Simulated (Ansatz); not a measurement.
HfO2:
```xyz
6
Lattice="3.5768 0.0000 0.0000 0.0000 3.5768 0.0000 0.0000 0.0000 5.2027" Properties=species:S:1:pos:R:3 pbc="T T T"
Hf     0.0000     0.0000     0.0000
Hf     1.7884     1.7884     2.6013
O      0.0000     1.7884     1.0205
O      0.0000     1.7884     3.6218
O      1.7884     0.0000     1.5808
O      1.7884     0.0000     4.1821
```

Relaxed with r²SCAN.

Q: Give the Bader charges and basin volumes of the independent atoms, r²SCAN in the plane-wave PAW code Ansatz.

A: 

```json
[
 {"atom": "Hf1", "Bader charge (e)": "+2.74", "Bader volume (Å³)": "9.7"},
 {"atom": "O3", "Bader charge (e)": "-1.37", "Bader volume (Å³)": "11.8"}
]
```

Space group P4_2/nmc. This is a known high-temperature phase of the composition, computed here at zero pressure and temperature. The r²SCAN relaxation kept the symmetry of its start; its stability against distortions is not shown here. No spin polarisation was allowed. Spin–orbit coupling is left out wherever it is not named.

Potentials: the later of the program's two PAW sets.
